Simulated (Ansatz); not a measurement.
Here is the system:

ZnO (wurtzite)

```
ZnO
1.0
    3.27960     0.00000     0.00000
   -1.63980     2.84021     0.00000
    0.00000     0.00000    10.58661
Zn O
4 4
Direct
  0.66667   0.33333   0.00108
  0.66667   0.33333   0.50108
  0.33333   0.66667   0.25108
  0.33333   0.66667   0.75108
  0.66667   0.33333   0.31152
  0.66667   0.33333   0.81152
  0.33333   0.66667   0.06152
  0.33333   0.66667   0.56152
```

The atoms are displaced by Q × the pattern below (from a DFPT mode at A = (0.0, 0.0, 0.5), largest move 1; Q in Å), at fixed cell. It is one choice among 2 degenerate patterns. (q is in reciprocal vectors of the primitive cell; the cell shown is doubled to hold the pattern.)

```csv
atom,x,y,z
Zn1,0.000,0.000,1.000
Zn2,0.000,0.000,-1.000
Zn3,0.000,0.000,0.683
Zn4,0.000,0.000,-0.683
O5,0.000,0.000,-0.308
O6,0.000,0.000,0.308
O7,0.000,0.000,0.842
O8,0.000,0.000,-0.842
```

All values below come from PBE (plane waves to 420 eV, PAW, scalar-relativistic; Ansatz, an electronic-structure program). k mesh 12×12×3 (Γ-centred), Fermi-Dirac smearing 0.05 eV. The energy includes the smearing's −TS. ZnO was relaxed with its symmetry unable to fall. ΔE is measured from the undisplaced structure.

The scan covers Q from -0.180 to 0.180 Å in 13 points.

Which space group does the distorted structure have?

P3m1 (No. 156), lowered from P6_3mc.

Is this a single well or a double well?

A single well with its minimum at or next to zero displacement.

What is the energy change at Q = 0.180 Å?

400 meV/cell.

What harmonic wavenumber does the curvature at Q = 0 give?

175 cm⁻¹.

(A displaced cell: forces are minus the slopes of the energy, force constants its curvatures, and phonons follow from these.)
